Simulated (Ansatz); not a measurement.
LaSi2Ir2:
```cif
data_Ir4La2Si4
_chemical_formula_sum 'Si4 Ir4 La2'
_space_group_name_H-M_alt 'I4/mmm'
_space_group_IT_number 139
_space_group_name_Hall '-I 4 2'
_cell_length_a 4.12647
_cell_length_b 4.12647
_cell_length_c 10.37134
_cell_angle_alpha 90.000
_cell_angle_beta 90.000
_cell_angle_gamma 90.000
loop_
_atom_site_label
_atom_site_type_symbol
_atom_site_symmetry_multiplicity
_atom_site_Wyckoff_symbol
_atom_site_fract_x
_atom_site_fract_y
_atom_site_fract_z
_atom_site_occupancy
Si1 Si 4 e 0.00000 0.00000 0.37034 1
Ir1 Ir 4 d 0.00000 0.50000 0.25000 1
La1 La 2 a 0.00000 0.00000 0.00000 1
```
(The calculation used a cell of 5 atoms; values per cell refer to that cell.)

This is the r²SCAN-relaxed structure.

Task: All from r²SCAN in the plane-wave PAW code Ansatz, unless another level is named. Predict the electronic character.

Result: metallic (no gap).

Task: What about the density of states at the Fermi level?

Result: 0.30 states/eV per atom (mean over ±0.08 eV).

Task: What about the formation energy from the elements (no fitted shifts)?

Result: -1.12 eV/atom.

The workflow started from an entry of the Crystallography Open Database (COD). Whether it is the stable phase at ambient conditions was not checked. Symmetry was held in the r²SCAN relaxation; its stability against distortions is not shown here. The run is not spin-polarised. The references are the lowest solids computed at this level, not always the standard phases. Scalar-relativistic: spin–orbit coupling is off unless named, which matters more the heavier the elements.

Potentials: the later of the program's two PAW sets.
